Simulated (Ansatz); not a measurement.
A distorted cell of Mg2Si (antifluorite type, space group Fm-3m):

```xyz
3
Lattice="0.0000 3.2225 3.3514 3.2225 0.0000 3.3514 3.2225 3.2225 0.0000" Properties=species:S:1:pos:R:3 pbc="T T T"
Si     0.0000     0.0000     0.0000
Mg     1.6112     1.6112     1.6757
Mg     4.8337     4.8337     5.0271
```

Calculation: PBE (plane waves to 420 eV, PAW, scalar-relativistic; Ansatz, a quantum-chemistry and plane-wave program). k mesh 9×9×9 (Γ-centred), Fermi-Dirac smearing 0.05 eV. Energies are smeared free energies. Compression counts positive. As the smearing reaches across the gap at some points, the response to shear is sensitive to the k mesh, so small differences along c/a are uncertain. Mg2Si was relaxed with its symmetry unable to fall. The PAW data are Ansatz's earlier set.

What is the stress tensor (GPa)?


```
   -2.4      0.0      0.0
    0.0     -2.4      0.0
    0.0      0.0     -5.7
```
The pressure, a third of the trace, is -3.5 GPa.

It is the relaxed cell deformed to V/V₀ = 1.080, (c/a)/(c/a)₀ = 1.040, c along z, fractional positions held. What is its energy relative to the relaxed cell?

27 meV/atom.

(Under strain, the slope of the energy per volume gives the stress and its curvature an elastic modulus.)
